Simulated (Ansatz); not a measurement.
The start is a relaxed Te cell displaced along its unstable phonon at q = Γ (54i cm⁻¹), largest move 0.15 Å. The cell and all atomic positions are relaxed at zero pressure with PBEsol (plane waves to 420 eV, PAW, scalar-relativistic; Ansatz, a program for electronic structure). The first steps use a coarse 11×11×11 k-mesh.

The start:
```
Te
1.0
    0.00000     2.34665     6.01168
    2.11719     0.00000     6.01168
    2.11719     2.34665     0.00000
Te
2
Cartesian
  2.26719   2.34665   1.48300
  1.96719   2.34665  10.54036
```

```json
{
 "largest_initial_force": "0.11 eV/Å, on Te1, Te2 (atoms numbered as listed)",
 "volume_change": "+4.4 %, from 29.87 to 31.19 Å³/atom",
 "relative_to_the_parent": "It does not go back: it reaches Cmmm (No. 65), 0.07 eV/atom below the parent",
 "Shortest distances (start → end)": "The closest pairs of elements (up to four, under 3.6 Å), start → end: Te–Te 2.98 → 3.15 Å",
 "band_gap_at_the_end": "no gap (metallic)",
 "optimiser_moves": "26"
}
```

The end point of the relaxation:

```cif
data_Te2
_chemical_formula_sum 'Te2'
_space_group_name_H-M_alt 'Cmmm'
_space_group_IT_number 65
_space_group_name_Hall '-C 2 2'
_cell_length_a 4.37869
_cell_length_b 4.52506
_cell_length_c 3.14789
_cell_angle_alpha 90.000
_cell_angle_beta 90.000
_cell_angle_gamma 90.000
loop_
_atom_site_label
_atom_site_type_symbol
_atom_site_symmetry_multiplicity
_atom_site_Wyckoff_symbol
_atom_site_fract_x
_atom_site_fract_y
_atom_site_fract_z
_atom_site_occupancy
Te1 Te 2 d 0.50000 0.50000 0.50000 1
```
(The calculation used a cell of 1 atom; values per cell refer to that cell.)

Final values are on a 15×15×15 k-mesh of the relaxed cell. No spin polarisation in the result.

The run could not lose the symmetry of its start: the end is stationary, and may be a saddle point rather than a minimum.

The relaxed structure here is a generated cell of Te: the first start was made by placing the elements on the sites of a structure type, and the end was not matched to a known phase here, so it may be hypothetical. Known forms of Te include space group No. 152.
